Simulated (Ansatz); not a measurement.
A 3-atom cell of PtS₂ started from a crystallographic database, relaxed with r2SCAN+rVV10, was run in Ansatz 0.2.0 under altered settings. All numbers are computed, without spin polarisation but where a row says otherwise.

```yaml
crystal:
  lattice:
    - [3.55262, 0.00000, 0.00000]
    - [-1.77631, 3.07666, 0.00000]
    - [0.00000, 0.00000, 5.12283]
  atoms:
    - { symbol: Pt, position: [0.00000, 0.00000, 0.00000] }
    - { symbol: S, position: [0.33333, 0.66667, 0.23925] }
    - { symbol: S, position: [0.66667, 0.33333, 0.76075] }
```

The base run's other keys:
```yaml
kpoints:
  mp_grid: { grid: [6, 6, 2] }
hamiltonian:
  xc: hse06
scf:
  occupations: { method: fixed }
  n_extra_bands: 4
```

It takes 18 iterations with 1079 plane waves at 420 eV and 14 k points, and leaves a mean stress of -0.89 GPa. The gap over this mesh is 1.446 eV. It ran on 4 threads of Arm Neoverse V2, on a shared host.

Outcomes, with energy and stress as changes against the base:
```
                                     setting    outcome  ΔF (meV/atom)  Δ mean stress (GPa)  gap on the mesh (eV)  iterations  wall time
    PBE hybrid, exx coeff 0.2, omega 0.5 1/Å  converged              –                 +2.0                 1.044          14      8.3 s
           scf.exx.singularity: wigner_seitz  converged            0.0                  0.0                 1.446          18      8.3 s
    PBE hybrid, exx coeff 0.1, omega 0.1 1/Å  converged              –                 +2.6                 1.179          15      7.7 s
PBE hybrid, exx coeff 0.75, omega 0.2078 1/Å  converged              –                 -8.6                 3.063          27       12 s
               scf.occupations: gaussian 0.2  converged            0.0                  0.0                 1.446          18      8.4 s
```
A dash marks a value that wasn't obtained or can't be compared. Stress is positive in compression. The base took 8.3 s. The base's mesh is coarse for a hybrid, so its own values aren't converged.

- PBE hybrid, exx coeff 0.2, omega 0.5 1/Å. That is 20 % exact exchange, screened with ω = 0.5 1/Å, against HSE06's 25 % screened at 0.208 1/Å. The mean stress moves by +2.0 GPa and the gap on the mesh by -0.402 eV (to 1.044). Totals of different functionals aren't comparable.
- PBE hybrid, exx coeff 0.1, omega 0.1 1/Å. That is 10 % exact exchange, screened with ω = 0.1 1/Å, against HSE06's 25 % screened at 0.208 1/Å. The mean stress moves by +2.6 GPa and the gap on the mesh by -0.267 eV (to 1.179). Totals of different functionals aren't comparable. The program warns that on this mesh the truncation of the exchange isn't bounded, so part of the change can be an error of the mesh.
- PBE hybrid, exx coeff 0.75, omega 0.2078 1/Å. That is 75 % exact exchange, screened with ω = 0.2078 1/Å, against HSE06's 25 % screened at 0.208 1/Å. The mean stress moves by -8.6 GPa and the gap on the mesh by +1.617 eV (to 3.063). Totals of different functionals aren't comparable. The program warns that on this mesh the truncation of the exchange isn't bounded, so part of the change can be an error of the mesh.

Within 1 meV an atom, 0.1 GPa and 0.005 eV of the base stay: scf.exx.singularity: wigner_seitz; scf.occupations: gaussian 0.2.

Spin-orbit coupling is left out, which matters wherever the heavy atoms make up the band edges.

The stress of a hybrid is loosely converged in these runs.

The meshes of the hybrids are coarse, so their gaps aren't converged to the digits shown.
